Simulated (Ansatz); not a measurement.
CdTe:
Space group P6₃mc (No. 186); a = b = 4.6320 Å, c = 7.5953 Å, α = β = 90.00°, γ = 120.00°

```tsv
atom	site	symmetry	x	y	z
Cd	2b	3m.	0.3333	0.6667	0.0003
Te	2b	3m.	0.3333	0.6667	0.3747
```

Relaxed with r²SCAN. The program Ansatz at the r²SCAN level (PAW) gives a gap of 1.21 eV.

### Question
What gap does HSE06 give on the same cell (Ansatz, PAW)?

### Answer
1.55 eV, 0.34 eV more. The hybrid was solved on a coarser mesh and at special points; its gap is the smallest among all of these.

Cost on shared cores: the r²SCAN run (SCF on a 7×7×4 mesh, then bands and DOS) around 2.8 core-minutes (rough), the HSE06 run (SCF on 5×5×3, then a few points) about 2.4 core-minutes (a rough figure); the tasks are unlike.

Space group P6_3mc (wurtzite). The first step of the workflow began from a Materials Project structure, measured or hypothetical; the Crystallography Open Database copy checked does not list it. It is not the phase usual at ambient conditions (space group No. 216). Symmetry was held in the r²SCAN relaxation; whether a distortion lowers the energy is not shown. Spin–orbit coupling is left out wherever it is not named.

Potentials: the later of the program's two PAW sets.
